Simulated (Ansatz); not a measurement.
BeS:
```cif
data_Be3S3
_chemical_formula_sum 'Be3 S3'
_space_group_name_H-M_alt 'P6422'
_space_group_IT_number 181
_space_group_name_Hall 'P 64 2 (0 0 2)'
_cell_length_a 3.42358
_cell_length_b 3.42358
_cell_length_c 7.74641
_cell_angle_alpha 90.000
_cell_angle_beta 90.000
_cell_angle_gamma 120.000
loop_
_atom_site_label
_atom_site_type_symbol
_atom_site_symmetry_multiplicity
_atom_site_Wyckoff_symbol
_atom_site_fract_x
_atom_site_fract_y
_atom_site_fract_z
_atom_site_occupancy
Be1 Be 3 c 0.50000 0.00000 0.00000 1
S1 S 3 d 0.50000 0.00000 0.50000 1
```

Relaxed at zero pressure with PBEsol (plane waves, PAW; program Ansatz).

### Question
The volume is raised by 9 % and shape and atoms relax at that volume. What pressure results, and how do the axes share the change?

### Answer
-7.7 GPa; a 3.0 %, b 3.0 %, c 2.7 %; the energy rises by 30 meV/atom.

### Question
Give the new structure.

### Answer

Space group P6₄22 (No. 181); a = 3.527 Å, b = 3.527 Å, c = 7.958 Å, α = 90.00°, β = 90.00°, γ = 120.00°

```
atom  site  symmetry       x       y       z
----  ----  --------  ------  ------  ------
Be      3c       222  0.5000  0.0000  0.0000
S       3d       222  0.5000  0.0000  0.5000
```

The phase is kept; no other phase was compared at this pressure.

Space group P6_422. The start of the workflow was typed in or built on a structure type; neither database checked (COD, Materials Project) lists it. COD files the formula under space group No. 216, so this cell is another polymorph or a model. Whether it is the stable phase at ambient conditions was not checked. The PBEsol relaxation kept the symmetry of its start; phonons on a q-mesh show no instability.

Potentials: the later of the program's two PAW sets.
